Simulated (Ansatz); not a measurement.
**Computed properties of Ta2O5**

Ta2O5:
```yaml
crystal:
  lattice:
    - [3.66567, 0.00000, 0.00000]
    - [0.00000, 6.45647, 0.00000]
    - [0.00000, 0.00000, 7.71480]
  atoms:
    - { symbol: O, position: [0.99932, 0.67966, 0.50000] }
    - { symbol: O, position: [0.00068, 0.32034, 0.50000] }
    - { symbol: O, position: [0.00068, 0.67966, 0.00000] }
    - { symbol: O, position: [0.99932, 0.32034, 0.00000] }
    - { symbol: O, position: [0.50000, 0.50000, 0.75000] }
    - { symbol: O, position: [0.50000, 0.50000, 0.25000] }
    - { symbol: Ta, position: [0.50000, 0.50000, 0.50000] }
    - { symbol: Ta, position: [0.50000, 0.50000, 0.00000] }
    - { symbol: O, position: [0.50000, 0.00000, 0.50000] }
    - { symbol: O, position: [0.50000, 0.00000, 0.00000] }
    - { symbol: Ta, position: [0.00000, 0.00000, 0.50000] }
    - { symbol: Ta, position: [0.00000, 0.00000, 0.00000] }
    - { symbol: O, position: [0.00000, 0.00000, 0.75000] }
    - { symbol: O, position: [0.00000, 0.00000, 0.25000] }
```

Space group Pmmm (No. 47); conventional cell a = 3.6657 Å, b = 3.8574 Å, c = 6.4565 Å, α = 90.00°, β = 90.00°, γ = 90.00°.

Method: the program Ansatz at the r²SCAN level (PAW). The cell and atoms are relaxed at this level. Other levels are named where they apply.

**Cell and energy**

```json
{
 "volume_per_atom": "13.04 Å³",
 "density": "8.04 g/cm³",
 "Formation energy from the elements (no fitted shifts)": "-263 kJ/mol of atoms"
}
```

**Electronic structure**

```json
{
 "band_gap": "0.64 eV (smallest direct gap 0.64 eV)",
 "valence_band_maximum": "at S (k = 0.500, 0.500, 0.000 in fractions of the reciprocal vectors)",
 "conduction_band_minimum": "at X (k = 0.500, 0.000, 0.000 in fractions of the reciprocal vectors)",
 "electron_effective_mass": "0.25, 1.0, 8.4 mₑ (principal values)",
 "Electron effective mass with spin–orbit coupling": "0.32, 1.0, 3.8 mₑ (principal values)",
 "HSE06 gap on the r²SCAN cell": "1.57 eV",
 "Gap with spin–orbit coupling": "0.56 eV"
}
```

**Mechanics**

```json
{
 "Bulk modulus (Birch–Murnaghan fit)": "213 GPa",
 "Pressure derivative B′": "4.6"
}
```

**Charges**

```json
{
 "bader_charges": "O -1.26 to -1.16, Ta +3.07 to +3.09 e"
}
```

The workflow started from an entry of the Crystallography Open Database (COD); the relaxed space group is not among those it files for this formula. COD files the formula under space group No. 49. Its standing as an ambient phase is unchecked. The cell was relaxed with r²SCAN under the symmetry of its start; whether a distortion lowers the energy is not shown. The run is not spin-polarised. Point labels and valley counts follow the cell and symmetry of the run, lower than the named group. The references are the lowest solids computed at this level, not always the standard phases (solids in place of the gases). Scalar-relativistic: spin–orbit coupling is off unless named, which matters more the heavier the elements.

Potentials: the later of the program's two PAW sets.
